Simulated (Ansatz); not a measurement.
Geometry optimisation in Ansatz: input, command and trajectory.

```yaml
crystal:
  lattice:
    - [-5.3913102402, -5.3913102402, 5.3913102402]
    - [5.3913102402, -5.3913102402, -5.3913102402]
    - [5.3913102402, 5.3913102402, 5.3913102402]
  atoms:
    - { symbol: Cd, position: [0.2546460697, 0.0045913302, 0.7545035946] }
    - { symbol: Ga, position: [-0.002254132, 0.0008098909, 0.0014877681] }
    - { symbol: Ga, position: [0.500926929, 0.7483056782, 0.75027536] }
    - { symbol: Ga, position: [0.2501979481, 0.7483915181, 0.0010311624] }
    - { symbol: Ga, position: [-0.0005055345, 0.7498011855, 0.2473776133] }
    - { symbol: Ga, position: [0.7502519936, 0.0008578454, 0.2504111682] }
    - { symbol: Ga, position: [0.5013481589, 0.0007445711, 0.4978553186] }
    - { symbol: Ga, position: [-0.0018785468, 0.2516924855, 0.7506291738] }
    - { symbol: Ga, position: [0.7502545233, 0.5008320227, 0.7504174409] }
    - { symbol: Ga, position: [0.5028638345, 0.5044185993, 0.0030411913] }
    - { symbol: Ga, position: [0.2502834811, 0.5009064964, 0.250458027] }
    - { symbol: Ga, position: [-0.0006918089, 0.4970688603, 0.499390395] }
    - { symbol: Ga, position: [0.7473512746, 0.7500607855, 0.4998746417] }
    - { symbol: Ga, position: [0.7532597597, 0.253164916, 0.0027177028] }
    - { symbol: Ga, position: [0.502414696, 0.2530711445, 0.2534377672] }
    - { symbol: Ga, position: [0.2504475663, 0.2516472434, 0.498265579] }
    - { symbol: P, position: [0.2487138532, 0.7372128819, 0.7485626146] }
    - { symbol: P, position: [-0.0004005219, 0.7501290406, -0.0021225204] }
    - { symbol: P, position: [0.5010464201, 0.4990038726, 0.7505326782] }
    - { symbol: P, position: [0.2503283361, 0.499059397, 0.0012039551] }
    - { symbol: P, position: [0.002801281, 0.5025488276, 0.2522945681] }
    - { symbol: P, position: [0.7523856312, 0.7537195652, 0.2525789498] }
    - { symbol: P, position: [0.4977365409, 0.7500906077, 0.4997233737] }
    - { symbol: P, position: [-0.0169349778, -0.003149515, 0.7454138856] }
    - { symbol: P, position: [0.7484007343, 0.2515556072, 0.7504199081] }
    - { symbol: P, position: [0.5153932191, 0.2704642947, 0.0194223114] }
    - { symbol: P, position: [0.2501938096, 0.2515888601, 0.248576016] }
    - { symbol: P, position: [-0.0004419756, 0.2479157004, 0.4997215313] }
    - { symbol: P, position: [0.7521568177, 0.5025734987, 0.5029398503] }
    - { symbol: P, position: [0.7480720244, 0.0007646632, 0.0010627411] }
    - { symbol: P, position: [0.5009193979, 0.0007850079, 0.2482266295] }
    - { symbol: P, position: [0.2521213758, 0.0026970303, 0.488069988] }
  host:
    lattice:
      - [0.0, 2.6956551201, 2.6956551201]
      - [2.6956551201, 0.0, 2.6956551201]
      - [2.6956551201, 2.6956551201, 0.0]
    atoms:
      - { symbol: Ga, position: [0.0, 0.0, 0.0] }
      - { symbol: P, position: [0.75, 0.75, 0.75] }
total_charge: -1
basis:
  ecutwfc: 420
  xc_grid: 2
kpoints:
  mp_grid: { grid: [2, 2, 2], shift: [0.5, 0.5, 0.5] }
hamiltonian:
  xc: lda
scf:
  occupations: { method: gaussian, width: 0.01 }
output:
  forces: true
  stress: false
  eigenvalues: true
  charged_corrections:
    defect_position: [0.25, 0.0, 0.75]
    epsilon: [[12.4889, 0.0, 0.0], [0.0, 12.4889, 0.0], [0.0, 0.0, 12.4889]]
  write_density: true
  write_potential: true
  elf: true
  volumetric_format: npy
relax:
  adjacent_minimum: "off"
  f_tol: 0.025
  max_steps: 45
```

```bash
ansatz run input.yaml --threads 4 --pin off --max-ram 8192MiB --backend cpu --events-out ev --progress --plain --runs-dir out
```

All numbers below come from DFT LDA, scalar-relativistic, plane waves, PAW in Ansatz 0.2.0.

The cell holds a point defect: Cd on a Ga site (a), charge −1.

Of 4 frames 3 are shown, positions in Å and forces in eV/Å; the SCF threshold varies from step to step.

```xyz
32
Lattice="-5.3913 -5.3913 5.3913 5.3913 -5.3913 -5.3913 5.3913 5.3913 5.3913" Properties=species:S:1:pos:R:3:forces:R:3 pbc="T T T" step=1 free_energy_over_end_meV_per_atom=1.55
Cd    2.7196    2.6701    5.4159    0.0313    0.0321   -0.1291
Ga    0.0245    0.0158   -0.0085   -0.1628   -0.1341   -0.2682
Ga    5.3787   -2.6900    2.7113    0.0743    0.1850   -0.0769
Ga    2.6915   -5.3781   -2.6804   -0.1948   -0.0742   -0.0992
Ga    5.3788   -2.7060   -2.7114    0.1077   -0.2203    0.0869
Ga   -2.6902   -2.6994    5.3903   -0.0049    0.0027    0.0104
Ga   -0.0148   -0.0228    5.3830    0.0445    0.0186   -0.1363
Ga    5.4140    2.7001    2.6798   -0.0979    0.2113    0.0545
Ga    2.7010   -2.6993    5.3904   -0.0053   -0.0144    0.0018
Ga    0.0248   -5.4142    0.0080    0.1290   -0.1052   -0.0032
Ga    2.7015   -2.6996   -0.0009    0.0070    0.0013    0.0031
Ga    5.3760    0.0162    0.0088    0.0172   -0.0128    0.0920
Ga    2.7096   -5.3780    2.6804   -0.0560    0.1355   -0.1550
Ga   -2.6815   -5.4113    2.7108    0.2372    0.0924   -0.1044
Ga    0.0221   -2.7067    2.7106    0.1186   -0.0349    0.0823
Ga    2.6928   -0.0206    2.6798   -0.1222    0.0042   -0.0005
P     6.6694   -1.2797    1.4021    0.1029   -0.0756    0.1531
P     4.0349   -4.0535   -4.0578    0.0289    0.0978    0.0221
P     4.0353   -1.3452    4.0574    0.0104   -0.0787   -0.0080
P     1.3475   -4.0337   -1.3345    0.0699   -0.0032   -0.0101
P     4.0545   -1.3643   -1.3341   -0.0928    0.0037   -0.0058
P     1.3689   -6.7581    1.3545   -0.0082   -0.0024   -0.1034
P     4.0547   -4.0333    1.3336   -0.1032   -0.0041   -0.0027
P     4.0931    4.1270    3.9444    0.3497   -0.2942    0.4600
P     1.3671   -1.3453    6.7244    0.0008   -0.0788    0.0082
P    -1.2158   -4.1321    1.4252   -0.5644    0.0346    0.0507
P     1.3477   -1.3651    1.3326    0.0786    0.0100   -0.0104
P     4.0331    1.3599    1.3552    0.0278   -0.0301   -0.0877
P     1.3659   -4.0531    4.0571    0.0001    0.1168    0.0065
P    -4.0232   -4.0315    4.0347    0.0069   -0.0049    0.0629
P    -1.3581   -1.3666    4.0346   -0.0088   -0.0025    0.0752
P     1.2866    1.2575    3.9761   -0.0214    0.2244    0.0310
32
Lattice="-5.3913 -5.3913 5.3913 5.3913 -5.3913 -5.3913 5.3913 5.3913 5.3913" Properties=species:S:1:pos:R:3:forces:R:3 pbc="T T T" step=2 free_energy_over_end_meV_per_atom=0.17
Cd    2.7085    2.6824    5.4016   -0.0092    0.0227   -0.0450
Ga    0.0223    0.0123   -0.0161   -0.0489   -0.0386   -0.1109
Ga    5.3809   -2.6824    2.7083    0.0177    0.0715   -0.0245
Ga    2.6846   -5.3789   -2.6835   -0.0764   -0.0249   -0.0237
Ga    5.3860   -2.7111   -2.7092    0.0316   -0.0935    0.0222
Ga   -2.6878   -2.7018    5.3910    0.0034   -0.0017   -0.0016
Ga   -0.0099   -0.0183    5.3710   -0.0010   -0.0047   -0.0540
Ga    5.4115    2.7076    2.6810   -0.0284    0.0834    0.0065
Ga    2.7040   -2.7000    5.3910    0.0029   -0.0006    0.0006
Ga    0.0178   -5.4087    0.0172    0.0565   -0.0408    0.0107
Ga    2.7020   -2.7010   -0.0014   -0.0027   -0.0034    0.0025
Ga    5.3861    0.0086    0.0151    0.0005    0.0052    0.0368
Ga    2.7229   -5.3872    2.6873   -0.0241    0.0725   -0.0803
Ga   -2.6778   -5.4119    2.7089    0.1160    0.0400   -0.0394
Ga    0.0193   -2.7165    2.7073    0.0488   -0.0288    0.0342
Ga    2.6826   -0.0158    2.6808   -0.0444   -0.0158   -0.0119
P     6.6791   -1.2868    1.4098    0.0062    0.0077    0.0586
P     4.0390   -4.0512   -4.0562   -0.0041    0.0242    0.0028
P     4.0339   -1.3436    4.0562    0.0096   -0.0330   -0.0018
P     1.3459   -4.0333   -1.3341    0.0362   -0.0069   -0.0068
P     4.0546   -1.3657   -1.3339   -0.0244    0.0113   -0.0091
P     1.3715   -6.7569    1.3507   -0.0155    0.0110   -0.0080
P     4.0537   -4.0353    1.3329   -0.0166   -0.0099    0.0153
P     4.1087    4.1062    3.9737    0.1442   -0.0510    0.1048
P     1.3670   -1.3464    6.7209   -0.0135   -0.0279    0.0196
P    -1.2616   -4.1176    1.4162   -0.1340   -0.0505    0.0669
P     1.3478   -1.3669    1.3307    0.0312    0.0148    0.0201
P     4.0379    1.3552    1.3520   -0.0074    0.0061   -0.0179
P     1.3707   -4.0522    4.0569   -0.0171    0.0139   -0.0110
P    -4.0225   -4.0309    4.0345   -0.0216   -0.0193    0.0358
P    -1.3590   -1.3680    4.0336    0.0239    0.0193    0.0347
P     1.2899    1.2753    3.9791   -0.0395    0.0479   -0.0261
32
Lattice="-5.3913 -5.3913 5.3913 5.3913 -5.3913 -5.3913 5.3913 5.3913 5.3913" Properties=species:S:1:pos:R:3:forces:R:3 pbc="T T T" step=4 free_energy_over_end_meV_per_atom=0.00
Cd    2.7033    2.6897    5.3920   -0.0033    0.0036   -0.0028
Ga    0.0211    0.0103   -0.0245    0.0008   -0.0002    0.0015
Ga    5.3832   -2.6759    2.7091    0.0011   -0.0033    0.0009
Ga    2.6783   -5.3812   -2.6820    0.0021   -0.0005    0.0007
Ga    5.3837   -2.7229   -2.7109   -0.0004   -0.0009    0.0003
Ga   -2.6884   -2.7007    5.3907   -0.0014    0.0011   -0.0008
Ga   -0.0080   -0.0187    5.3663    0.0008   -0.0006    0.0033
Ga    5.4122    2.7152    2.6802    0.0007   -0.0021    0.0005
Ga    2.7028   -2.7005    5.3908   -0.0012    0.0019   -0.0002
Ga    0.0212   -5.4103    0.0226   -0.0004    0.0004    0.0002
Ga    2.7027   -2.7008   -0.0004   -0.0020    0.0017   -0.0009
Ga    5.3838    0.0100    0.0224   -0.0003   -0.0006   -0.0001
Ga    2.7261   -5.3819    2.6810   -0.0024    0.0005   -0.0005
Ga   -2.6663   -5.4107    2.7097    0.0022    0.0009   -0.0002
Ga    0.0213   -2.7233    2.7093   -0.0010    0.0000   -0.0003
Ga    2.6781   -0.0188    2.6805    0.0025   -0.0006    0.0001
P     6.6792   -1.2856    1.4136    0.0018   -0.0015   -0.0032
P     4.0351   -4.0556   -4.0591   -0.0005   -0.0006   -0.0009
P     4.0345   -1.3445    4.0581   -0.0009    0.0002    0.0004
P     1.3466   -4.0323   -1.3333    0.0005    0.0001    0.0001
P     4.0575   -1.3678   -1.3329    0.0008    0.0000   -0.0002
P     1.3703   -6.7590    1.3543    0.0004   -0.0004    0.0019
P     4.0578   -4.0331    1.3321    0.0024    0.0008   -0.0003
P     4.1168    4.1052    3.9767   -0.0026   -0.0002   -0.0005
P     1.3698   -1.3447    6.7224   -0.0010   -0.0001   -0.0003
P    -1.2740   -4.1158    1.4149    0.0008    0.0004   -0.0011
P     1.3468   -1.3677    1.3313    0.0001   -0.0002    0.0007
P     4.0350    1.3582    1.3549   -0.0009    0.0018    0.0006
P     1.3701   -4.0553    4.0580    0.0007   -0.0024    0.0004
P    -4.0215   -4.0321    4.0349   -0.0016   -0.0003    0.0004
P    -1.3569   -1.3677    4.0349    0.0004   -0.0001   -0.0007
P     1.2877    1.2772    3.9760    0.0018    0.0011    0.0012
```

The run took 2 min on 4 threads of Intel(R) Xeon(R) Processor @ 2.70GHz, with other jobs on the host, peak memory 2.2 GiB.